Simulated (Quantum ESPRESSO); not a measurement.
TiGaGeO₅F (made-up cell, one site empty), Zn₂ClF₃ (made-up cell), Si₂PNO₅ (made-up cell), Si₂AsNO₅ (made-up cell) (calculated)

Calculation on a made-up crystal cell, not a measurement, with one named mistake planted (healthy values lack it): periodic Kohn-Sham density functional theory in plane waves with PseudoDojo standard norm-conserving scalar-relativistic pseudopotentials, each functional with its own files (v0.5 for PBE, v0.4.1 for LDA and PBEsol), no spin polarisation, no spin-orbit coupling, atoms not relaxed, stress positive in tension, energies less a fixed whole-eV offset for each atom's element; levels are Kohn-Sham levels at fractions of this cell's reciprocal vectors, counted from the reference band (half the neutral cell's valence electrons, rounded up) at Gamma; error bars cover cutoff and k-mesh only, not smearing or the files; each bar is the largest change over components, and at least 0.002 eV, 0.002 eV per angstrom or 0.02 GPa; a charged cell sits in a uniform background, with energy and stress on this program's zero of potential; no dispersion term; energies are for the whole cell, and the offsets were chosen from early runs and are not element reference energies; a distance is the largest change of any value in units of its error bar (the energy's for the smearing term), a scale change is of lengths, and a coarse mesh keeps the half-step shift; machines and their load varied, so run times do not measure scaling. Program: Quantum ESPRESSO 7.5.

Common to all runs: intended functional pbe; intended cutoff 1143 eV; intended fermi dirac smearing 0.025 eV; intended scf tolerance 1e-07 eV; intended electrons removed 0; healthy smearing term minus ts 0 eV; faulty run command mpirun -np 4 pw.x -nk 4 -in in; structure shown as intended, without the mistake.

(1) 
```cif
# cell vector a (Å): 2.6628 1.5741 4.6182
# cell vector b (Å): -2.6632 1.5012 4.6421
# cell vector c (Å): -0.0633 -3.0151 4.6107
data_TiGaGeO5F
_symmetry_space_group_name_H-M 'P 1'
_symmetry_Int_Tables_number 1
_cell_length_a 5.5584
_cell_length_b 5.5584
_cell_length_c 5.5094
_cell_angle_alpha 56.177
_cell_angle_beta 57.667
_cell_angle_gamma 57.259
_cell_volume 112.09
loop_
_atom_site_label
_atom_site_type_symbol
_atom_site_fract_x
_atom_site_fract_y
_atom_site_fract_z
_atom_site_occupancy
Ti1 Ti 0.36194 0.30747 0.34493 1
Ga1 Ga 0.62793 0.66265 0.64110 1
Ge1 Ge 0.83028 0.87315 0.85915 1
O1 O 0.55020 0.93446 0.25458 1
O2 O 0.24687 0.54969 0.96248 1
O3 O 0.97354 0.21818 0.55271 1
O4 O 0.47604 0.00863 0.76349 1
O5 O 0.74291 0.43930 0.05800 1
F1 F 0.06305 0.75288 0.44422 1
_calc_lattice_type 'corundum'
_calc_empty_site 2
_calc_healthy_free_energy_less_offsets 9.937  # eV
_calc_healthy_scf_iterations 16
_calc_healthy_pressure -18.61  # GPa
_calc_healthy_stress_xx 16.28  # GPa
_calc_healthy_stress_yy 23.2  # GPa
_calc_healthy_stress_zz 16.36  # GPa
_calc_healthy_stress_yz 3.02  # GPa
_calc_healthy_stress_xz 3.9  # GPa
_calc_healthy_stress_xy 1.53  # GPa
_calc_healthy_reference_band 38
_calc_fault_kind 'cell scaled'
_calc_fault_scale_change -1.64  # percent
_calc_faulty_run_processor 'AMD EPYC, older, virtual cores'
_calc_intended_k_mesh '5 x 5 x 5, shifted by half a step'
_calc_faulty_free_energy_less_offsets 9.389  # eV
_calc_faulty_scf_iterations 16
_calc_faulty_smearing_term_minus_ts 0  # eV
_calc_faulty_pressure -13.55  # GPa
_calc_faulty_stress_xx 11.52  # GPa
_calc_faulty_stress_yy 18.05  # GPa
_calc_faulty_stress_zz 11.08  # GPa
_calc_faulty_stress_yz 3.306  # GPa
_calc_faulty_stress_xz 3.914  # GPa
_calc_faulty_stress_xy 1.977  # GPa
_calc_faulty_reference_band 38
_calc_other_mistakes_compared 7
_calc_distance_from_healthy 228.7  # error bars
_calc_distance_from_nearest_other_mistake 243.5  # error bars
_calc_healthy_error_bar_energy 0.002488  # eV
_calc_healthy_error_bar_stress 0.03207  # GPa
_calc_healthy_error_bar_force 0.002  # eV/angstrom
_calc_healthy_error_bar_next_band_up 0.002  # eV
_calc_faulty_wall_time_of_scf_and_band_steps_on_a_shared_machine 326.1  # s
```

Atoms:
```
atoms element  atom site  atom energy offset (eV)
           Ti          1                    -1614
           Ga          3                    -2080
           Ge          4                    -2430
            O          5                     -452
            O          6                     -452
            O          7                     -452
            O          8                     -452
            O          9                     -452
            F         10                     -677
```

Healthy forces:
```
site  x (eV/Å)  y (eV/Å)  z (eV/Å)
   1    -0.099     1.655     0.228
   3     1.145    -1.892     0.427
   4     0.633    -0.486    -0.897
   5     0.979     0.697     0.786
   6    -1.003     0.707     0.348
   7    -0.854    -1.473     0.923
   8     0.016     2.249    -0.097
   9    -1.655    -0.462    -0.987
  10     0.838    -0.996     -0.73
```

Healthy levels:
```
level k point  next band up (eV)
        Gamma              1.556
(1/2,1/2,1/2)              1.862
   (0.15,0,0)               1.89
   (0,0.15,0)              1.847
   (0,0,0.15)              1.913
```

Faulty forces:
```
site  x (eV/Å)  y (eV/Å)  z (eV/Å)
   1   -0.2222     1.641    0.6853
   3     1.526    -2.039    0.2713
   4    0.9066     -0.59    -0.865
   5     1.117    0.8489     0.482
   6    -1.273    0.8142   0.04788
   7    -1.058    -1.564    0.8534
   8   -0.3746     2.208   0.02562
   9    -1.484   -0.4479   -0.8128
  10    0.8631   -0.8712   -0.6878
```

Faulty levels:
```
level k point  next band up (eV)
        Gamma               1.87
(1/2,1/2,1/2)              2.062
   (0.15,0,0)              2.181
   (0,0.15,0)              2.151
   (0,0,0.15)              2.203
```

(2) 
```cif
# cell vector a (Å): 4.9484 0.0315 0.0493
# cell vector b (Å): 0.0315 4.9812 0.0034
# cell vector c (Å): 0.0658 0.0045 6.4314
data_Zn2ClF3
_symmetry_space_group_name_H-M 'P 1'
_symmetry_Int_Tables_number 1
_cell_length_a 4.9487
_cell_length_b 4.9813
_cell_length_c 6.4317
_cell_angle_alpha 89.917
_cell_angle_beta 88.843
_cell_angle_gamma 89.273
_cell_volume 158.50
loop_
_atom_site_label
_atom_site_type_symbol
_atom_site_fract_x
_atom_site_fract_y
_atom_site_fract_z
_atom_site_occupancy
Zn1 Zn 0.01048 0.99411 0.00020 1
Zn2 Zn 0.50438 0.49161 0.25003 1
Zn3 Zn 0.00954 0.00136 0.49921 1
Zn4 Zn 0.50669 0.50296 0.75001 1
F1 F 0.29242 0.32083 0.98883 1
Cl1 Cl 0.69357 0.69023 0.99822 1
F2 F 0.80154 0.19370 0.24681 1
F3 F 0.19077 0.80281 0.25406 1
F4 F 0.30411 0.30149 0.50048 1
F5 F 0.69897 0.70962 0.51134 1
Cl2 Cl 0.80439 0.18451 0.74995 1
F6 F 0.19811 0.80109 0.75405 1
_calc_lattice_type 'rutile, doubled along c'
_calc_healthy_free_energy_less_offsets 29.484  # eV
_calc_healthy_scf_iterations 10
_calc_healthy_pressure 11.3  # GPa
_calc_healthy_stress_xx -9.67  # GPa
_calc_healthy_stress_yy -11.12  # GPa
_calc_healthy_stress_zz -13.11  # GPa
_calc_healthy_stress_yz -0.53  # GPa
_calc_healthy_stress_xz 0.29  # GPa
_calc_healthy_stress_xy 0.68  # GPa
_calc_healthy_reference_band 68
_calc_fault_kind 'wrong functional'
_calc_fault_functional 'pbesol'
_calc_faulty_run_processor 'Intel Xeon, older, virtual cores'
_calc_intended_k_mesh '5 x 5 x 4, shifted by half a step'
_calc_faulty_free_energy_less_offsets 60.74  # eV
_calc_faulty_scf_iterations 10
_calc_faulty_smearing_term_minus_ts 0  # eV
_calc_faulty_pressure 6.146  # GPa
_calc_faulty_stress_xx -4.834  # GPa
_calc_faulty_stress_yy -6.217  # GPa
_calc_faulty_stress_zz -7.388  # GPa
_calc_faulty_stress_yz -0.5387  # GPa
_calc_faulty_stress_xz 0.1612  # GPa
_calc_faulty_stress_xy 0.6504  # GPa
_calc_faulty_reference_band 68
_calc_other_mistakes_compared 7
_calc_distance_from_healthy 10963  # error bars
_calc_distance_from_nearest_other_mistake 7217  # error bars
_calc_healthy_error_bar_energy 0.002851  # eV
_calc_healthy_error_bar_stress 0.02  # GPa
_calc_healthy_error_bar_force 0.002  # eV/angstrom
_calc_healthy_error_bar_next_band_up 0.002  # eV
_calc_faulty_wall_time_of_scf_and_band_steps_on_a_shared_machine 311.2  # s
```

Atoms:
```
atoms element  atom site  atom energy offset (eV)
           Zn          1                    -5687
           Zn          2                    -5687
           Zn          3                    -5687
           Zn          4                    -5687
            F          5                     -677
           Cl          6                     -449
            F          7                     -677
            F          8                     -677
            F          9                     -677
            F         10                     -677
           Cl         11                     -449
            F         12                     -677
```

Healthy forces:
```
site  x (eV/Å)  y (eV/Å)  z (eV/Å)
   1     2.226     0.501     1.773
   2    -1.057    -1.015      2.01
   3     0.982    -1.136    -1.955
   4    -2.651     0.376    -2.306
   5    -0.325    -0.597     0.586
   6     1.011     1.293     1.284
   7     0.202    -0.153     0.276
   8    -0.072     0.259     0.208
   9     0.437     0.461    -0.506
  10    -0.351    -0.532    -0.626
  11    -0.833     0.848    -0.396
  12     0.429    -0.304     -0.35
```

Healthy levels:
```
level k point  next band up (eV)
        Gamma              3.685
(1/2,1/2,1/2)              6.229
   (0.15,0,0)              3.991
   (0,0.15,0)              3.982
   (0,0,0.15)              3.889
```

Faulty forces:
```
site  x (eV/Å)  y (eV/Å)  z (eV/Å)
   1     2.127    0.4806     1.695
   2   -0.9978   -0.9908     1.921
   3    0.9281      -1.1    -1.884
   4    -2.552    0.3802    -2.207
   5   -0.2503   -0.5444    0.5418
   6     0.923     1.189     1.242
   7    0.2296    -0.178     0.253
   8   -0.1358    0.3239     0.206
   9    0.4697    0.4826    -0.502
  10   -0.3715   -0.5601   -0.5637
  11    -0.744    0.7674   -0.3928
  12    0.3743    -0.251     -0.31
```

Faulty levels:
```
level k point  next band up (eV)
        Gamma               3.53
(1/2,1/2,1/2)              6.107
   (0.15,0,0)              3.843
   (0,0.15,0)              3.833
   (0,0,0.15)              3.738
```

(3) 
```cif
# cell vector a (Å): 5.0344 0.0221 -0.0815
# cell vector b (Å): -2.4980 4.4779 0.0245
# cell vector c (Å): -0.0895 -0.0207 5.7239
data_Si2PNO5
_symmetry_space_group_name_H-M 'P 1'
_symmetry_Int_Tables_number 1
_cell_length_a 5.0351
_cell_length_b 5.1276
_cell_length_c 5.7246
_cell_angle_alpha 89.471
_cell_angle_beta 91.824
_cell_angle_gamma 118.904
_cell_volume 129.32
loop_
_atom_site_label
_atom_site_type_symbol
_atom_site_fract_x
_atom_site_fract_y
_atom_site_fract_z
_atom_site_occupancy
Si1 Si 0.43787 0.95704 0.67097 1
Si2 Si 0.98837 0.47868 0.31965 1
P1 P 0.57086 0.55384 0.99265 1
N1 N 0.42638 0.27731 0.79166 1
O1 O 0.76512 0.14490 0.46654 1
O2 O 0.83653 0.55512 0.10889 1
O3 O 0.24008 0.40073 0.22940 1
O4 O 0.18012 0.76431 0.51040 1
O5 O 0.57802 0.84133 0.84961 1
_calc_lattice_type 'quartz'
_calc_healthy_free_energy_less_offsets 7.959  # eV
_calc_healthy_scf_iterations 14
_calc_healthy_pressure -3.3  # GPa
_calc_healthy_stress_xx -9.9  # GPa
_calc_healthy_stress_yy 18.01  # GPa
_calc_healthy_stress_zz 1.79  # GPa
_calc_healthy_stress_yz -1.45  # GPa
_calc_healthy_stress_xz -20.08  # GPa
_calc_healthy_stress_xy 1.62  # GPa
_calc_healthy_reference_band 24
_calc_fault_kind 'wrong functional'
_calc_fault_functional 'pbesol'
_calc_faulty_run_processor 'Intel Xeon, 2023 or later, virtual cores'
_calc_intended_k_mesh '5 x 5 x 4, shifted by half a step'
_calc_faulty_free_energy_less_offsets 15.83  # eV
_calc_faulty_scf_iterations 14
_calc_faulty_smearing_term_minus_ts 0  # eV
_calc_faulty_pressure -6.057  # GPa
_calc_faulty_stress_xx -6.954  # GPa
_calc_faulty_stress_yy 20.51  # GPa
_calc_faulty_stress_zz 4.61  # GPa
_calc_faulty_stress_yz -1.544  # GPa
_calc_faulty_stress_xz -19.67  # GPa
_calc_faulty_stress_xy 1.562  # GPa
_calc_faulty_reference_band 24
_calc_other_mistakes_compared 7
_calc_distance_from_healthy 3770  # error bars
_calc_distance_from_nearest_other_mistake 1803  # error bars
_calc_healthy_error_bar_energy 0.002088  # eV
_calc_healthy_error_bar_stress 0.02168  # GPa
_calc_healthy_error_bar_force 0.002  # eV/angstrom
_calc_healthy_error_bar_next_band_up 0.002  # eV
_calc_faulty_wall_time_of_scf_and_band_steps_on_a_shared_machine 93  # s
```

Atoms:
```
atoms element  atom site  atom energy offset (eV)
           Si          1                     -115
           Si          2                     -115
            P          3                     -189
            N          4                     -283
            O          5                     -452
            O          6                     -452
            O          7                     -452
            O          8                     -452
            O          9                     -452
```

Healthy forces:
```
site  x (eV/Å)  y (eV/Å)  z (eV/Å)
   1    -0.281    10.906    -2.002
   2     3.021    -3.468     6.805
   3    -7.143    -6.891    -6.659
   4     0.384     1.536     1.822
   5    -1.479     1.718    -0.486
   6     0.603     2.943    -0.006
   7      3.23     1.574    -2.751
   8    -3.931    -4.284    -3.625
   9     5.594    -4.034     6.902
```

Healthy levels:
```
level k point  next band up (eV)
        Gamma              1.344
(1/2,1/2,1/2)              2.072
   (0.15,0,0)              1.528
   (0,0.15,0)              1.515
   (0,0,0.15)              1.504
```

Faulty forces:
```
site  x (eV/Å)  y (eV/Å)  z (eV/Å)
   1   -0.2292     10.78    -2.025
   2     3.045     -3.45     6.749
   3    -7.057    -6.838    -6.615
   4    0.4695     1.578       1.9
   5    -1.524     1.788   -0.4649
   6    0.4606     2.855   0.01023
   7     3.113     1.668    -2.766
   8    -3.786    -4.263    -3.596
   9     5.508    -4.114     6.808
```

Faulty levels:
```
level k point  next band up (eV)
        Gamma              1.332
(1/2,1/2,1/2)              2.066
   (0.15,0,0)              1.519
   (0,0.15,0)              1.506
   (0,0,0.15)              1.494
```

(4) 
```cif
# cell vector a (Å): 4.8876 -0.0425 -0.0341
# cell vector b (Å): -2.4806 4.4097 -0.0172
# cell vector c (Å): -0.0376 -0.0437 5.5327
data_Si2AsNO5
_symmetry_space_group_name_H-M 'P 1'
_symmetry_Int_Tables_number 1
_cell_length_a 4.8879
_cell_length_b 5.0596
_cell_length_c 5.5330
_cell_angle_alpha 90.398
_cell_angle_beta 90.785
_cell_angle_gamma 119.855
_cell_volume 118.65
loop_
_atom_site_label
_atom_site_type_symbol
_atom_site_fract_x
_atom_site_fract_y
_atom_site_fract_z
_atom_site_occupancy
As1 As 0.46770 0.00451 0.66384 1
Si1 Si 0.00962 0.47934 0.33686 1
Si2 Si 0.52189 0.52481 0.00367 1
O1 O 0.41658 0.27471 0.78228 1
N1 N 0.74802 0.15985 0.45498 1
O2 O 0.84705 0.58963 0.12316 1
O3 O 0.27149 0.41413 0.21380 1
O4 O 0.13135 0.72148 0.55015 1
O5 O 0.59260 0.85711 0.87425 1
_calc_lattice_type 'quartz'
_calc_healthy_free_energy_less_offsets 6.944  # eV
_calc_healthy_scf_iterations 12
_calc_healthy_pressure 10.39  # GPa
_calc_healthy_stress_xx -10.28  # GPa
_calc_healthy_stress_yy -10.6  # GPa
_calc_healthy_stress_zz -10.28  # GPa
_calc_healthy_stress_yz -4.71  # GPa
_calc_healthy_stress_xz 0.8  # GPa
_calc_healthy_stress_xy -1.16  # GPa
_calc_healthy_reference_band 29
_calc_fault_kind 'low cutoff'
_calc_fault_cutoff 762  # eV
_calc_faulty_run_processor 'AMD EPYC, Zen 5 class, virtual cores'
_calc_intended_k_mesh '5 x 5 x 4, shifted by half a step'
_calc_faulty_free_energy_less_offsets 12.91  # eV
_calc_faulty_scf_iterations 11
_calc_faulty_smearing_term_minus_ts 0  # eV
_calc_faulty_pressure -48.54  # GPa
_calc_faulty_stress_xx 48.63  # GPa
_calc_faulty_stress_yy 48.27  # GPa
_calc_faulty_stress_zz 48.73  # GPa
_calc_faulty_stress_yz -4.872  # GPa
_calc_faulty_stress_xz 0.6362  # GPa
_calc_faulty_stress_xy -1.02  # GPa
_calc_faulty_reference_band 29
_calc_other_mistakes_compared 7
_calc_distance_from_healthy 2951  # error bars
_calc_distance_from_nearest_other_mistake 2773  # error bars
_calc_healthy_error_bar_energy 0.00307  # eV
_calc_healthy_error_bar_stress 0.02  # GPa
_calc_healthy_error_bar_force 0.002  # eV/angstrom
_calc_healthy_error_bar_next_band_up 0.002  # eV
_calc_faulty_wall_time_of_scf_and_band_steps_on_a_shared_machine 34.3  # s
```

Atoms:
```
atoms element  atom site  atom energy offset (eV)
           As          1                    -2887
           Si          2                     -115
           Si          3                     -115
            O          4                     -452
            N          5                     -283
            O          6                     -452
            O          7                     -452
            O          8                     -452
            O          9                     -452
```

Healthy forces:
```
site  x (eV/Å)  y (eV/Å)  z (eV/Å)
   1     3.069     1.518     -3.68
   2    -1.408    -2.442    -1.823
   3     0.156      1.36     -0.49
   4    -2.618     1.649      1.67
   5     -0.24    -1.609     -0.09
   6      1.47     0.517    -0.003
   7    -0.634     0.348     0.023
   8    -1.113     1.029     1.554
   9     1.318     -2.37      2.84
```

Healthy levels:
```
level k point  next band up (eV)
        Gamma              3.304
(1/2,1/2,1/2)              4.754
   (0.15,0,0)              3.555
   (0,0.15,0)              3.612
   (0,0,0.15)              3.496
```

Faulty forces:
```
site  x (eV/Å)  y (eV/Å)  z (eV/Å)
   1     3.099      1.51    -3.781
   2    -1.406     -2.43    -1.824
   3    0.1537     1.353   -0.4941
   4    -2.801      1.89     1.793
   5    -0.101    -1.523   -0.2319
   6     1.461    0.5256  0.007256
   7   -0.6309    0.3262   0.02704
   8    -1.264    0.8214     1.474
   9      1.49    -2.472     3.029
```

Faulty levels:
```
level k point  next band up (eV)
        Gamma              3.254
(1/2,1/2,1/2)              4.692
   (0.15,0,0)              3.505
   (0,0.15,0)              3.564
   (0,0,0.15)              3.448
```
